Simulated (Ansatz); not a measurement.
Task: Ti (hcp (Mg type), P6_3/mmc) is relaxed with r²SCAN (plane waves, PAW; program Ansatz). What lattice parameters of the conventional cell result?

Result: a = 2.935 Å, c = 4.642 Å.

Symmetry was held in the r²SCAN relaxation. No spin polarisation was allowed. Axis ratios of metals converge slowly with the k-mesh, so a and c are less sure than the volume.

Potentials: the earlier of the program's two PAW sets.
